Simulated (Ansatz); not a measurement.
# Property card for NiSb

NiSb:
Space group Pm-3m (No. 221); a = b = c = 3.265 Å, α = β = γ = 90.00°

| atom | site | symmetry | x | y | z |
|---|---|---|---|---|---|
| Ni | 1a | m-3m | 0.0000 | 0.0000 | 0.0000 |
| Sb | 1b | m-3m | 0.5000 | 0.5000 | 0.5000 |

Space group Pm-3m (No. 221), CsCl type; conventional cell a = 3.2653 Å, b = 3.2653 Å, c = 3.2653 Å, α = 90.00°, β = 90.00°, γ = 90.00°.

Method: PBE (plane waves, PAW; program Ansatz). The cell and atoms are relaxed at this level. Other levels are named where they apply.

Cell and energy:

Volume per atom: 17.41 Å³
Density: 8.61 g/cm³
Formation energy from the elements (no fitted shifts): 0.13 eV/atom

Electronic structure:

- Electronic character: metallic (no gap)
- Density of states at the Fermi level: 0.55 states/eV per atom (mean over ±0.08 eV)
- Gap with spin–orbit coupling: none (metallic)

Magnetism:

* **Magnetic order**: non-magnetic (starting moments vanished)

Mechanics:

* **Bulk modulus (Birch–Murnaghan fit)**: 106 GPa
* **Pressure derivative B′**: 4.6

The cell is a constructed one: a structure type filled with these elements; neither database checked (COD, Materials Project) lists it. COD files the formula under space group No. 194, so this cell is another polymorph or a model. Whether it is the stable phase at ambient conditions was not checked. Symmetry was held in the PBE relaxation; whether a distortion lowers the energy is not shown. The workflow began spin-polarised and lost its moments. The references are the lowest solids computed at this level, not always the standard phases. Spin–orbit coupling is left out wherever it is not named.

Potentials: the earlier of the program's two PAW sets.
